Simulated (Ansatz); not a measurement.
FeSi (FeSi type, space group P2_13)

```xyz
8
Lattice="4.4313 0.0000 0.0000 0.0000 4.4313 0.0000 0.0000 0.0000 4.4313" Properties=species:S:1:pos:R:3 pbc="T T T"
Fe     0.6163     0.6163     0.6163
Fe     2.8320     1.5993     3.8150
Fe     3.8150     2.8320     1.5993
Fe     1.5993     3.8150     2.8320
Si     3.7441     3.7441     3.7441
Si     1.5285     2.9028     0.6872
Si     0.6872     1.5285     2.9028
Si     2.9028     0.6872     1.5285
```

The slice is a {100} plane (indices of the conventional cell) through the point (0.361, 0.861, 0.639) (fractional), spanned by u = [100] and v = [010] in vectors of this cell: u (4.43 Å) and v (4.43 Å, at 90° to u). It covers one period; positions are fractions (u, v).

Method: r2SCAN (plane waves to 500 eV, PAW, scalar-relativistic; Ansatz, an electronic-structure program). k mesh 11×11×11. Near the nuclei the fields are pseudised (PAW); where an atom keeps semicore shells as valence, they peak there. FeSi was relaxed with its symmetry unable to fall. Relaxed FeSi ends ferromagnetic. The magnetic order is the one the run started from; other orders were not tried.

### Question
Predict the map of the ELF of the up spins on the slice.

### Answer
```
|xxx74212578999999986410247xx|
|xxx63102578899999986420135xx|
|x754200256788999987642002457|
|5431001356777788776653101234|
|2210001345666666666554311122|
|1000012344554444555665543211|
|1111122333433333456677776532|
|4322222222333333456788998875|
|6543211111222334578899999997|
|7653210000122345689987778999|
|8753210000012346899864335789|
|976421000001235789863xxxx468|
|98642100000123579974xxxxxx58|
|98642111100124679863xxxxxx47|
|88642111111124578852xxxxxx47|
|88643221111234577752xxxxx258|
|876533222223345666521xxxx578|
|8755443333344444555432346799|
|7654444455444333445556789998|
|5433455555544322234568999986|
|2112345666554322223567898753|
|1000134566654322223456765321|
|2210013566665432223445432222|
|4432112466765443333443212234|
|x753211356776554444442112457|
|xxx53112577877666665421135xx|
|xxx74212578888777776411247xx|
|xxxx421257888899987641125xxx|
```
Scale: ten equal steps from 0.13 (start of '0') to 0.68 (end of '9'), in the order '0123456789'. Values: ELF of the up spins. The map has 28 points along u (one character each, u = 0 at the left) and 28 along v (v = 0 in the bottom row). Points within 0.5 Å of a nucleus are blanked (x), as the pseudised field means little there.
